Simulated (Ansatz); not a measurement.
Cell and atoms are relaxed with the symmetry kept. Start:

```xyz
8
Lattice="11.4200 0.0000 0.0000 0.0000 4.1900 0.0000 0.0000 0.0000 4.4600" Properties=species:S:1:pos:R:3 pbc="T T T"
Sn    1.4047    1.0475    0.4059
Sn    4.3053    3.1425    2.6359
Sn    7.1147    1.0475    1.8241
Sn   10.0153    3.1425    4.0541
Se    4.0769    1.0475    0.0714
Se    1.6331    3.1425    2.3014
Se    9.7869    1.0475    2.1586
Se    7.3431    3.1425    4.3886
```

Level of theory: DFT PBE, scalar-relativistic, plane waves, PAW in Ansatz.

Plane waves to 420 eV, a k mesh through Γ of 4×6×6 on the computed 8-atom cell and Gaussian smearing (0.02 eV); no spin polarisation.

Problem. What does it relax to?

Solution. The volume increases by 1.65 Å³/atom to 28.33 Å³/atom, and the energy falls by 14.0 meV/atom. Final structure:
```cif
data_structure
_symmetry_space_group_name_H-M 'Pnma'
_symmetry_Int_Tables_number 62
_cell_length_a 11.7965
_cell_length_b 4.2052
_cell_length_c 4.5680
_cell_angle_alpha 90.000
_cell_angle_beta 90.000
_cell_angle_gamma 90.000
_cell_volume 226.60
loop_
_atom_site_label
_atom_site_type_symbol
_atom_site_symmetry_multiplicity
_atom_site_Wyckoff_symbol
_atom_site_fract_x
_atom_site_fract_y
_atom_site_fract_z
_atom_site_occupancy
Sn1 Sn 4 c 0.12144 0.25000 0.11657 1
Se1 Se 4 c 0.35483 0.25000 0.02395 1
```